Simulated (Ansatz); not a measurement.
Generalised stacking fault of KBr (rock salt) on the {100} plane. The cell below holds the perfect crystal with the plane normal along z; tilting its third vector by the shift puts one fault into each cell, between planes 3.35 Å apart, at fixed cell height.

```xyz
6
Lattice="4.7413 0.0000 0.0000 0.0000 4.7413 0.0000 2.3707 2.3707 10.0578" Properties=species:S:1:pos:R:3 pbc="T T T"
Br     1.9755     1.9755     8.3815
Br     1.9755     1.9755     1.6763
Br     4.3462     4.3462     5.0289
K      4.3462     4.3462     8.3815
K      4.3462     4.3462     1.6763
K      1.9755     1.9755     5.0289
```

In-plane vectors a = (4.741, 0.000) Å, b = (0.000, 4.741) Å, area 22.48 Å². The shift is s times the vector a (length 4.741 Å), so s = 1 restores the start. The shift is rigid: no atom relaxes. γ = [E(shift) − E(0)] / area.

Level of theory: PBE (plane waves to 420 eV, PAW, scalar-relativistic; Ansatz, an electronic-structure program). k mesh 6×6×6 (Γ-centred), Fermi-Dirac smearing 0.05 eV. Energies are extrapolated to zero smearing. Faults lie only 10.1 Å apart, and holding the cell height and the atoms raises γ above its relaxed value. KBr was relaxed with its symmetry unable to fall. γ is measured from zero shift.

```tsv
s	γ (mJ/m²)
0.000	0
0.083	11
0.167	45
0.250	withheld
0.333	150
0.417	194
0.500	211
0.583	194
0.667	150
0.750	withheld
0.833	45
0.917	11
```

Q: Fit a Fourier form (three harmonics of 1 − cos and sin) to the given rows and predict γ at s = 0.250.

A: Least squares on the 10 given rows: γ = (105.4)·[1 − cos(2πs)] + (-5.4)·[1 − cos(4πs)], in mJ/m²; root-mean-square residual 0.3 mJ/m². At 0.250 the fit gives 95 mJ/m²; the calculation gives 95 mJ/m², the same to the digits shown. 

(The slope of γ gives the shear force per area between the displaced halves; near zero shift its curvature is an elastic stiffness.)
